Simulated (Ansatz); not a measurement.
CdTe (rock salt, space group No. 225) under volume change, the program Ansatz at the PBEsol level (PAW), scaled uniformly.

| V (Å³/atom) | E − E(relaxed) (meV/atom) | P (GPa) |
|---|---|---|
| 24.536 | 46.1 | 6.68 |
| 25.344 | 19.2 | 4.04 |
| 26.153 | ? | ? |
| 26.962 | 0.0 | 0.00 |
| 27.771 | 4.0 | -1.54 |
| 28.580 | ? | ? |
| 29.389 | 32.3 | -3.91 |

Problem. What belongs in the gaps?

Solution. 
- 28.580, E − E(relaxed) (meV/atom): 15.1
- 28.580, P (GPa): -2.83
- 26.153, E − E(relaxed) (meV/atom): 4.5
- 26.153, P (GPa): 1.84

Problem. What does a third-order Birch–Murnaghan fit give for V₀, B₀ and B′?

Solution. V₀ = 26.96 Å³/atom, B₀ = 56.1 GPa, B′ = 4.9.

Space group Fm-3m (rock salt). This is a known high-pressure phase of the composition, computed here at zero pressure and temperature. The PBEsol relaxation kept the symmetry of its start; its stability against distortions is not shown here. Scalar-relativistic: spin–orbit coupling is off unless named, which matters more the heavier the elements.

Potentials: the later of the program's two PAW sets.
